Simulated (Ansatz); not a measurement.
Given:

Sn4Pd (space group Ccce)

```yaml
crystal:
  lattice:
    - [3.22131, -5.71110, 0.00000]
    - [3.22131, 5.71110, 0.00000]
    - [0.00000, 0.00000, 6.39775]
  atoms:
    - { symbol: Sn, position: [0.20610, 0.45789, 0.33095] }
    - { symbol: Sn, position: [0.79390, 0.54211, 0.33095] }
    - { symbol: Sn, position: [0.45789, 0.20610, 0.66905] }
    - { symbol: Sn, position: [0.54211, 0.79390, 0.66905] }
    - { symbol: Sn, position: [0.29390, 0.04211, 0.16905] }
    - { symbol: Sn, position: [0.70610, 0.95789, 0.16905] }
    - { symbol: Sn, position: [0.04211, 0.29390, 0.83095] }
    - { symbol: Sn, position: [0.95789, 0.70610, 0.83095] }
    - { symbol: Pd, position: [0.50000, 0.50000, 0.00000] }
    - { symbol: Pd, position: [0.00000, 0.00000, 0.50000] }
```

This relaxed cell (volume V₀) is scaled evenly in all directions, its shape held. The atoms relax within the cell's symmetry.

Computed with PBEsol (plane waves to 420 eV, PAW, scalar-relativistic; Ansatz, a program for electronic structure). k mesh 8×8×8 (Γ-centred), Fermi-Dirac smearing 0.05 eV. The energy includes the smearing's −TS. Compression counts positive. With the shape held, the modulus is that of even scaling; a crystal free to change shape is softer. Sn4Pd is run without spin polarisation. Sn4Pd was relaxed with its symmetry unable to fall. The zero of ΔE is the relaxed starting cell.

The scan covers V/V₀ from 0.940 to 1.060 in 9 points.

Problem. What is the fitted pressure derivative B₀′?

Solution. 5.7.

Problem. What bulk modulus at fixed cell shape B₀ follows from a third-order Birch-Murnaghan fit?

Solution. 68.6 GPa.

(Under strain, the slope of the energy per volume gives the stress and its curvature an elastic modulus.)
